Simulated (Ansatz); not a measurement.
# Structure relaxation, RbAu

The start is a generated cell, RbAu built in the AFLOW prototype AB_cP8_198_a_a (B20, as in FeSi). Cell shape, volume and atoms are optimised at zero target pressure with PBE (plane waves to 420 eV, PAW, scalar-relativistic; Ansatz, an electronic-structure program). The first steps use a coarse 5×5×5 k-mesh.

Initial structure:
```
RbAu
1.0
    6.51563     0.00000     0.00000
    0.00000     6.51563     0.00000
    0.00000     0.00000     6.51563
Rb Au
4 4
Direct
  0.13652   0.13652   0.13652
  0.63652   0.36348   0.86348
  0.86348   0.63652   0.36348
  0.36348   0.86348   0.63652
  0.84240   0.84240   0.84240
  0.34240   0.65760   0.15760
  0.15760   0.34240   0.65760
  0.65760   0.15760   0.34240
```

Largest initial force: 0.37 eV/Å, on Rb1, Rb2, Rb3, Rb4 (atoms numbered as listed)
Outcome: The space group goes from P2₁3 (No. 198) to Fm-3m (No. 225); the end is rock salt type, with 2 atoms in the primitive cell
Energy released: 0.090 eV/atom
Shortest distances (start → end): The closest pairs of elements (up to four, under 3.6 Å), start → end: Au–Rb 3.32 → 3.56 Å
Band gap at the end: 2.32 eV, direct at L (no spin-orbit coupling)
Optimiser moves: 11

Relaxed structure:

Space group Fm-3m (No. 225); a = 7.124 Å, b = 7.124 Å, c = 7.124 Å, α = 90.00°, β = 90.00°, γ = 90.00°

| atom | site | symmetry | x | y | z |
|---|---|---|---|---|---|
| Rb | 4a | m-3m | 0.0000 | 0.0000 | 0.0000 |
| Au | 4b | m-3m | 0.5000 | 0.5000 | 0.5000 |
(The calculation used a cell of 2 atoms; values per cell refer to that cell.)

Final values are on a 11×11×11 k-mesh of the relaxed cell. No spin polarisation in the result. Without spin-orbit coupling the bands of the heavy element are not split, so the gap can be far off.

The run could not lose the symmetry of its start: the end is stationary, and may be a saddle point rather than a minimum.

The relaxed structure here is a generated cell of RbAu: the first start was made by placing the elements on the sites of a structure type, and the end was not matched to a known phase here, so it may be hypothetical. Known forms of RbAu include space group No. 221.
